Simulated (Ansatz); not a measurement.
Nb (bcc, W type)

```
Nb
1.0
   -1.65133     1.65133     1.65133
    1.65133    -1.65133     1.65133
    1.65133     1.65133    -1.65133
Nb
1
Direct
  0.00000   0.00000   0.00000
```

Equation-of-state scan: isotropic scaling of the cell above, V₀ being its volume. Symmetry pins the atoms to their sites.

Computed with r2SCAN (plane waves to 500 eV, PAW, scalar-relativistic; Ansatz, an electronic-structure program). k mesh 21×21×21 (Γ-centred), Fermi-Dirac smearing 0.05 eV. E stands for the smeared free energy. Stress and pressure are positive under compression. On this mesh the relaxed cell isn't quite at rest: it carries a pressure of 0.2 GPa (compression positive) at the zero of the scan. Nb is run without spin polarisation. Nb was relaxed with its symmetry unable to fall. ΔE is measured from the relaxed starting cell. The last digit holds for this mesh only.

| V (Å³/atom) | ΔE (meV/atom) |
|---|---|
| 16.211 | 116.6 |
| 16.511 | 79.2 |
| 16.811 | 49.7 |
| 17.111 | 27.5 |
| 17.412 | withheld |
| 17.712 | 3.2 |
| 18.012 | 0.0 |
| 18.312 | 2.3 |
| 18.612 | 9.7 |
| 18.913 | 21.8 |
| 19.213 | 38.2 |
| 19.513 | 58.7 |
| 19.813 | 83.0 |

**Question.** Fit a third-order Birch-Murnaghan form (E₀, V₀, B₀, B₀′ free) to the given rows and predict ΔE at V = 17.412.

**Answer.** Least squares on the 12 given rows: ΔE = E₀ + (9V₀B₀/16)·y²·[2 + (B₀′ − 4)y], y = (V₀/V)^(2/3) − 1, with V₀ = 18.031 Å³/atom, B₀ = 173.9 GPa (160.2 GPa = 1 eV/Å³; the term in eV is multiplied by 1000), B₀′ = 3.45, E₀ = 0.00 meV/atom; root-mean-square residual 0.03 meV/atom. At 17.412 the fit gives 12.1 meV/atom; the calculation gives 12.2 meV/atom, so the interpolation is off by -0.1 (-0.8 %). For the pressure the fit gives 6.5 GPa against the computed 6.5 GPa.

(A scan under strain: stresses follow from slopes of the energy per volume, elastic moduli from its curvatures.)
